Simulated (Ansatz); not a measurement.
CuI in space group P4/nmm (No. 129; Cu on 2b, I on 2c) at seven volumes, r²SCAN+D4 in the plane-wave PAW code Ansatz, shape and atoms relaxed at each. One row is withheld.

```json
[
 {"V (Å³/atom)": "24.127", "P (GPa)": "?"},
 {"V (Å³/atom)": "24.922", "P (GPa)": "1.48"},
 {"V (Å³/atom)": "25.717", "P (GPa)": "0.64"},
 {"V (Å³/atom)": "26.513", "P (GPa)": "0.00"},
 {"V (Å³/atom)": "27.308", "P (GPa)": "-0.45"},
 {"V (Å³/atom)": "28.103", "P (GPa)": "-0.74"},
 {"V (Å³/atom)": "28.899", "P (GPa)": "-0.92"}
]
```

### Question
Fit the shown pressures and predict the withheld one.

### Answer
Third-order Birch–Murnaghan: P = (3/2)B₀(x^(7/2) − x^(5/2))[1 + (3/4)(B′ − 4)(x − 1)] with x = (V₀/V)^(2/3). Least squares on the six rows gives V₀ = 26.514 Å³/atom, B₀ = 17.56 GPa, B′ = 10.55. At V = 24.127, x = 1.0649 and P = 2.64 GPa. The run itself gave 2.58 GPa.

The start of the workflow was typed in or built on a structure type; the Crystallography Open Database copy checked does not list it. It is not the phase usual at ambient conditions (space group No. 216). Symmetry was held in the r²SCAN+D4 relaxation; whether a distortion lowers the energy is not shown. The workflow began spin-polarised and lost its moments. Scalar-relativistic: spin–orbit coupling is off unless named, which matters more the heavier the elements.

Potentials: the earlier of the program's two PAW sets.
